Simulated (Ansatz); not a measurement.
## What internal relaxation does to the elastic constants of Ti8C5

The calculation used Ansatz 0.2.0, DFT LDA, scalar-relativistic, plane waves, PAW. Settings: 420 eV plane-wave cutoff, Γ-centred 6×6×6 mesh, Fermi-Dirac smearing of 0.15 eV. No spin polarisation.

The cell, relaxed at this level:
```
Ti C
1.0
     3.01315    1.73964    4.87399
    -3.01315    1.73964    4.87399
     0.00000   -3.47929    4.87399
Ti C
8 5
Cartesian
  -1.5453 0.8922 6.1527
  0.0000 -1.7844 6.1527
  1.5453 0.8922 6.1527
  -1.5453 -0.8922 8.4693
  1.5453 -0.8922 8.4693
  0.0000 1.7844 8.4693
  0.0000 0.0000 3.5843
  0.0000 0.0000 11.0377
  0.0000 -1.7396 2.4370
  1.5066 0.8698 2.4370
  -1.5066 0.8698 2.4370
  0.0000 0.0000 7.3110
  0.0000 0.0000 0.0000
```

In a metal, frequencies and elastic constants depend on the k mesh and the smearing, soft modes and shear constants most.

Clamped-ion constants (GPa, Voigt order; atoms follow the strain homogeneously):
C11 = 433.2, C12 = 116.0, C13 = 132.2, C14 = -18.7, C22 = 433.2, C23 = 132.2, C24 = 18.7, C33 = 399.9, C44 = 171.5, C55 = 171.5, C56 = -18.8, C66 = 158.6 GPa; the others vanish.

Q: What are the constants once the atoms relax in each strained cell?

A:
```
391.2 104.6  96.6   7.5   0.0   0.0
104.6 391.2  96.6  -7.5   0.0   0.0
 96.6  96.6 327.0   0.0   0.0   0.0
  7.5  -7.5   0.0 101.9   0.0   0.0
  0.0   0.0   0.0   0.0 101.9   7.5
  0.0   0.0   0.0   0.0   7.5 143.3
```
The Voigt shear modulus goes from 159.4 to 123.5 GPa and the Voigt bulk modulus from 225.2 to 189.5 GPa. Relaxation subtracts ΛᵀK⁻¹Λ/V, with Λ the forces that a strain puts on the atoms and K the zone-centre force constants. At a stable cell this can only lower the diagonal constants, and it acts only for strains that share their symmetry with an optical mode; elsewhere, and where the coupling is weak, the constants hardly move.

Cost: 2 runs of about 47 core-minutes in all, on Intel Xeon 6975P-C (Granite Rapids), Intel Xeon Processor @ 2.50GHz (Skylake/Cascade Lake) (shared hosts).